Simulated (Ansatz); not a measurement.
Mo: computed property card

Mo:
```cif
data_Mo8
_chemical_formula_sum 'Mo8'
_space_group_name_H-M_alt 'Fd-3m :1'
_space_group_IT_number 227
_space_group_name_Hall 'F 4d 2 3 -1d'
_cell_length_a 5.60989
_cell_length_b 5.60989
_cell_length_c 5.60989
_cell_angle_alpha 90.000
_cell_angle_beta 90.000
_cell_angle_gamma 90.000
loop_
_atom_site_label
_atom_site_type_symbol
_atom_site_symmetry_multiplicity
_atom_site_Wyckoff_symbol
_atom_site_fract_x
_atom_site_fract_y
_atom_site_fract_z
_atom_site_occupancy
Mo1 Mo 8 b 0.50000 0.50000 0.50000 1
```
(The calculation used a cell of 2 atoms; values per cell refer to that cell.)

Space group Fd-3m (No. 227), diamond; conventional cell a = b = c = 5.6099 Å, α = β = γ = 90.00°.

Method: PBEsol (plane waves, PAW; program Ansatz). The cell and atoms are relaxed at this level. Other levels are named where they apply.

### Cell and energy

```yaml
volume_per_atom: 22.07 Å³
density: 7.22 g/cm³
```

### Electronic structure

```yaml
electronic_character: metallic (no gap)
Density of states at the Fermi level: 1.2 states/eV per atom (mean over ±0.08 eV)
Gap with spin–orbit coupling: none (metallic)
```

### Mechanics

```yaml
Bulk modulus (Birch–Murnaghan fit): 118 GPa
Pressure derivative B′: 4.1
Elastic constants (relaxed ions, GPa): C11 = 75.3, C12 = 139, C44 = -326
mechanical_stability: unstable (C has a negative eigenvalue)
```

### Phonons

```yaml
highest_zone_centre_frequency: 59 cm⁻¹
zone_centre_stability: no imaginary mode at Γ
```

The start of the workflow was typed in or built on a structure type; neither database checked (COD, Materials Project) lists it. It is not the phase usual at ambient conditions (space group No. 229). Symmetry was held in the PBEsol relaxation. No spin polarisation was allowed. As this level gives no gap, shear constants depend on the k-mesh and smearing (Fermi–Dirac, 0.1 eV here). As this level gives no gap, phonon frequencies hold no LO–TO term and depend on the k-mesh and smearing (Fermi–Dirac, 0.1 eV here). Scalar-relativistic: spin–orbit coupling is off unless named, which matters more the heavier the elements.

Potentials: the later of the program's two PAW sets.
